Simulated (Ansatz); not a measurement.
Ag (fcc (Cu type)), relaxed with r²SCAN (Ansatz, a first-principles code, plane waves, PAW): a = b = c = 4.104 Å, α = β = γ = 90.00°.

* **B₀ by P(V) fit (GPa)**: 102
* **K_Hill (GPa)**: 103
* **G_Hill (GPa)**: 27.6
* **Θ_D (K)**: 212

### Question
The same phase is relaxed and computed with r²SCAN+D4 in the same code. What are the cell and these values now?

### Answer
a = b = c = 4.0838 Å, α = β = γ = 90.00°.

* **B₀ by P(V) fit (GPa)**: 108
* **K_Hill (GPa)**: 109
* **G_Hill (GPa)**: 29.7
* **Θ_D (K)**: 219

All cells were relaxed under the symmetry of their starts (and spin orders); stability against distortions was not tested throughout. Rows with no word on spin ran without spin polarisation. Spin–orbit coupling is left out wherever it is not named.

Potentials: the later of the program's two PAW sets.

Ansatz is a plane-wave DFT program.
